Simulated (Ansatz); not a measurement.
An Ansatz input:

```yaml
crystal:
  lattice:
    - [-3.3395450166, 3.3365387992, 1.3533261259]
    - [3.3365387992, -3.3395450166, 1.3533261259]
    - [1.7017174848, 1.7017174848, -1.3588320187]
  atoms:
    - { symbol: Pd, position: [0.9999376906, 6.23094e-05, 1.0], spin: 0.5 }
    - { symbol: Pd, position: [0.7500623094, 0.2499376906, 0.5], spin: -0.5 }
hamiltonian:
  xc: pbesol
  pseudopotentials:
    kind: paw
    azcp:
      Pd: "pseudopotentials/Pd.paw.azcp"
basis:
  ecutwfc: 420
  fft_grid_basis: typed
kpoints:
  mp_grid: { grid: [16, 16, 15], shift: [0, 0, 0] }
magnetization:
  spin_polarized: true
scf:
  occupations: { method: fermi_dirac, width: 0.05 }
  lower_state_search: "off"
output:
  stress: true
```

Terminal output

```
Warning: the record states the generating functional pbe (its physics header spells it `PBE`), which answers neither for hamiltonian.xc's functional nor for the pbesol family's — results may be inconsistent (PPs are generated against a specific XC)
Engine: ansatz 0.2.0, aarch64-unknown-linux-gnu
Pseudopotentials: kind: paw
Pseudopotential: Pd, paw, valence charge 18, recommended cutoff 420 eV (normal) 
Functional definition: PBEsol
  exchange = pbesol_x
  correlation = pbesol_c
Crystal: 2 atoms, lattice volume = 30.722 Å³
Basis set: ecut = 420 eV, 595 PW (Γ)
Bands: 23, of which v1, the nominal top of the filled ones, is band 18 counted from 1 (17 counted from 0)
Symmetry: 2 space group operations
Space group: C2 (ITA 5), of the structure as read, at distance tolerance 3.1e-5 Å
Magnetic group: BNS 15.88 (UNI 95), of the structure as read, at distance tolerance 3.1e-5 Å
k-points: 1025 of 3840 (time reversal used)
Non-local potential: Pd, projectors of the file, l = 0: 2, l = 1: 2, l = 2: 2, l = 3: 1
PAW form: soft (Blöchl's): semilocal exchange-correlation on the pseudo side does not see the compensation charge
PAW frozen core: Pd, regenerated for the run's functional, and the local potential with it (the file was generated under x = pbe(κ = 0.804, μ = 0.2195149727645171), c = pbe(β = 0.06672455060314922))
PAW one-centre angular grid: Pd, 590 points (default); XC on 64 Gauss nodes
Initial density: superposition of atomic densities (chi_scale 0.1, normalization cell)
Starting moments: Σ|m| = 1 μB on 2 of 2 sites
Starting magnetic order: antiferromagnet; an inversion exchanges its spin sublattices: spin-degenerate at every k-point
Initial wavefunctions: pseudopotential atomic-orbital guess
Functional: x = pbesol(κ = 0.804, μ = 0.12345679012345678), c = pbesol(β = 0.046)
SCF iter   1: F=—  HF=-13815.380821 eV  |F-HF|=—  |Δ(HF+E_count)|=         —  Δρ=8.63e-2 (↑8.63e-2 ↓8.63e-2)  dr2=8.61e0  dr2_m=1.50e-1  M=-0.000 μB ∫|m|=0.362 μB  β_m=0.30  ethr=3.10e-3  ⟨swp⟩=5.2  Hψ=199758  notcnv=0
spin=Collinear: Kerker preconditioning applied to the charge; magnetization (m = ρ↑ − ρ↓) channel mixes plain (no charge-response kernel on spin).
SCF iter   2: F=—  HF=-13813.848931 eV  |F-HF|=—  |Δ(HF+E_count)|=    1.53e0  Δρ=5.08e-2 (↑5.08e-2 ↓5.08e-2)  dr2=2.83e0  dr2_m=8.85e-2  M=0.000 μB ∫|m|=0.313 μB  β_m=0.30  ethr=3.10e-3  ⟨swp⟩=2.4  Hψ=95589  notcnv=0  defer=642
SCF iter   3: F=—  HF=-13813.116985 eV  |F-HF|=—  |Δ(HF+E_count)|=   7.32e-1  Δρ=2.07e-2 (↑2.07e-2 ↓2.07e-2)  dr2=1.18e-1  dr2_m=5.34e-2  M=0.000 μB ∫|m|=0.270 μB  β_m=0.30  ethr=3.10e-3  ⟨swp⟩=2.3  Hψ=80129  notcnv=0  defer=642
SCF iter   4: F=—  HF=-13813.114385 eV  |F-HF|=—  |Δ(HF+E_count)|=   2.60e-3  Δρ=1.14e-2 (↑1.14e-2 ↓1.14e-2)  dr2=5.09e-3  dr2_m=3.53e-2  M=0.000 μB ∫|m|=0.227 μB  β_m=0.30  ethr=3.28e-4  ⟨swp⟩=2.0  Hψ=105700  notcnv=0  defer=886
SCF iter   5: F=—  HF=-13813.119049 eV  |F-HF|=—  |Δ(HF+E_count)|=   4.66e-3  Δρ=9.28e-3 (↑9.27e-3 ↓9.28e-3)  dr2=1.36e-3  dr2_m=2.33e-2  M=0.000 μB ∫|m|=0.193 μB  β_m=0.30  ethr=1.41e-5  ⟨swp⟩=2.3  Hψ=64716  notcnv=0  defer=886
...
iter 14 did not close the SCF: its close was put off for a magnetic moment that had not settled (scf_convergence_deferred on its scf_iter line)
SCF iter  14: F=-13813.128518 eV  HF=-13813.128518 eV  |F-HF|=1.98e-10  |Δ(HF+E_count)|=   8.51e-8  Δρ=3.72e-6 (↑3.72e-6 ↓3.37e-6)  dr2=2.12e-9  dr2_m=2.98e-9  M=-0.000 μB ∫|m|=0.000 μB  β_m=0.90  ethr=2.78e-10  ⟨swp⟩=3.2  Hψ=130748  notcnv=0
iter 15 did not close the SCF: its close was put off for a magnetic moment that had not settled (scf_convergence_deferred on its scf_iter line)
SCF iter  15: F=-13813.128518 eV  HF=-13813.128518 eV  |F-HF|=1.60e-10  |Δ(HF+E_count)|=   2.03e-9  Δρ=1.10e-6 (↑1.09e-6 ↓1.10e-6)  dr2=3.04e-10  dr2_m=2.51e-10  M=-0.000 μB ∫|m|=0.000 μB  β_m=0.95  ethr=5.90e-12  ⟨swp⟩=1.0  Hψ=134983  notcnv=0
SCF iter  16: F=-13813.128518 eV  HF=-13813.128518 eV  |F-HF|=4.73e-11  |Δ(HF+E_count)|=  9.09e-11  Δρ=3.47e-7 (↑3.47e-7 ↓3.46e-7)  dr2=6.08e-11  dr2_m=1.22e-11  M=-0.000 μB ∫|m|=0.000 μB  ethr=1.00e-12  ⟨swp⟩=1.0  Hψ=134790  notcnv=0
WARN: the starting moments were not kept: the SCF closed with an absolute magnetisation of 2.1e-6 μB, where they sum to 1 μB in size (2 sites). That is at most 0.1 of that sum. Measured as dr2_m measures the in/out step, that magnetisation stands 2.6e-12 eV from none, at or under the dr2_threshold of 1.0e-7 eV: it is no larger than a step whose dr2_m would equal this threshold. The system may hold no moment; this SCF shows only that its start led to no more than that. To try another start: raise the starting moments (crystal.atoms[].spin, magnetization.per_species, magnetization.initial_magnetization, or on a non-collinear deck that types none of these the spinor_matrix: blocks that start its atoms; where the total moment is fixed, keep their sum and leave initial_magnetization as it is; typed ones take the place of any that the run laid by itself, positive ones on a crystal's lanthanoids without a Hubbard term where scf.initial_density.shell_occupations: [] is typed) or, if the notice of its spin-set hold's release reads "site moments contracting" or "site moments show no strong build", lengthen the hold (scf.mixing.spin_hold: { on: { confirm: 4 } }; for m-r²SCAN on two components see the key's manual first). Each may lead to a state that holds a moment. A second SCF, from the converged charge density, with the starting moments and any scf.initial_density.shell_occupations laid on it anew, would have followed, and was not run: the deck does not ask for one (magnetization.retry_lost_moments is false, the default). To let it run, set magnetization.retry_lost_moments: true and run the deck again, where that key's refused combinations let it; where memory then withholds it, that run's warning says so.
SCF 1 converged in 16 iterations: F = -13813.128518 eV  dr2 = 6.08e-11
SCF converged after 16 iterations
Magnetization: -0.0000 μB (18.0000 up, 18.0000 down)
Absolute magnetization: 0.0000 μB (∫|ρ↑−ρ↓|, with the PAW one-centre terms)
Spin contamination: 0.0000 ħ² per cell (⟨S²⟩ above its minimum at these occupations)
Per-site moments (μB) at R_I (Å): [(2.061659729840513e-7, 1.1164954311784232), (-3.84595885277708e-7, 1.1164954311784232)]
Free energy (F): -13813.128518 eV
Harris-Foulkes:  -13813.128518 eV  (|F-HF|=4.73e-11)
Internal energy: -13813.095547 eV  (E = F + TS)
E sigma→0 (E₀):  -13813.112033 eV
Entropy (-TS):   -0.032971 eV (-16.485 meV/atom)
Fermi energy:    18.611021 eV
--- Per-component energies (eV) ---
  E_band       = -311.469454
  E_kinetic    = 1025.416162
  E_local      = -3625.934806  (includes V_loc(G=0)·N_el)
  E_nonlocal   = 438.758705
  E_hartree    = 1465.315593
  E_xc         = -334.506825
  E_vxc        = -421.198790  (∫ρ·V_xc dr)
  E_paw        = -7369.639206  (= ΣΔE_a)
  E_vpaw       = -659.141766  (= ΣTr[D̂ρ^β])
  E_aug_tail   = 0.000436  (compensation charges beyond the density's cutoff)
  E_ewald      = -5413.110655
  E_core_change = 0.605048  (= ΣΔE_core)
  E_smearing   = -0.032971  (= −TS)
  E_closure    = 0.000000  (closes the sum)
  Σ components = -13813.128518   (vs F -13813.128518, Δ=0.00e0)
--- Stress (GPa, compression-positive) ---
       -6.897968      -0.208152       0.153046
       -0.208152      -6.897968       0.153046
        0.153046       0.153046      -6.903517
  P = ⅓ Tr σ = -6.8998 GPa (-68.998 kbar)
```

Launched by

```sh
ansatz run input.yaml --threads 2 --pin off --max-ram 5120MiB --backend cpu --events-out ev --progress --plain --runs-dir out
```

On 2 threads of Arm Neoverse V2 (shared host) this took about 120 s of wall time and 230 s of CPU time, with 1.4 GiB at the peak.
